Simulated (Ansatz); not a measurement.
## Ga4Sb3As (ordering on zincblende): the band gap by level of theory

All numbers come from the plane-wave code Ansatz. The cell comes from a prototype generator: it can be a known phase or a hypothetical one. No magnetic order is allowed.

Structure: an ordered 8-atom cell of Ga4Sb3As on the zincblende lattice (P-43m), at its r2SCAN minimum. Space group P-43m (No. 215), cubic; a = 6.019 Å in the conventional setting, 27.26 Å³ an atom. As has 4 Ga at 2.51 Å; Ga has 1 As at 2.51 Å and 3 Sb at 2.64 Å; Sb has 4 Ga at 2.64 Å.

```yaml
crystal:
  lattice:
    - [6.01917, 0.00000, 0.00000]
    - [0.00000, 6.01917, 0.00000]
    - [0.00000, 0.00000, 6.01917]
  atoms:
    - { symbol: As, position: [0.00000, 0.00000, 0.00000] }
    - { symbol: Ga, position: [0.75878, 0.75878, 0.75878] }
    - { symbol: Sb, position: [0.50000, 0.50000, 0.00000] }
    - { symbol: Ga, position: [0.24122, 0.24122, 0.75878] }
    - { symbol: Sb, position: [0.50000, 0.00000, 0.50000] }
    - { symbol: Ga, position: [0.24122, 0.75878, 0.24122] }
    - { symbol: Sb, position: [0.00000, 0.50000, 0.50000] }
    - { symbol: Ga, position: [0.75878, 0.24122, 0.24122] }
```

Relaxed lattice by functional, symmetry kept:

| functional | k mesh | a (Å) | volume (Å³/atom) |
| --- | --- | --- | --- |
| PBE | 4×4×4 | 6.104 | 28.43 |
| r2SCAN | 4×4×4 | 6.019 | 27.26 |

Band edges at fixed r2SCAN geometry:
```csv
level,k mesh,gap (eV),kind,edges,least direct gap (eV),rough cost
PBE,4×4×4,none (overlap 0.13),–,–,–,50 core-seconds
PBE+SOC,4×4×4,none (overlap 0.32),–,–,–,2.6 core-minutes
r2SCAN,4×4×4,0.13,indirect,Γ → R,0.30,30 core-seconds
HSE06,4×4×4,0.45,indirect,Γ → R,0.64,11 core-minutes
```
All runs use a smearing of 0.02 eV.
Wave cutoffs: 420 eV, 500 eV (r2SCAN).
Costs come from shared machines and give only the order; PBE's includes the band path. The runs had 4 threads of Arm Neoverse V2, with other jobs on the host.

HSE06 gives an indirect gap of 0.45 eV, from Γ to R; the least direct gap is 0.64 eV at Γ. With PBE+SOC the bands overlap by 0.32 eV (counted from 1, band 112 peaks at Γ and band 113 bottoms out at R): no gap.

The levels disagree on the kind of gap: indirect with r2SCAN, HSE06; no gap with PBE, PBE+SOC.

Only the levels marked +SOC include spin-orbit coupling.

Where bands overlap the cell is a metal at that level, and these k meshes limit energies, forces and stress. Overlaps of a few tenths of an eV in semilocal functionals can be an artefact that a hybrid or GW lifts.

The meshes of the hybrids are coarse, so their gaps aren't converged to the digits shown.
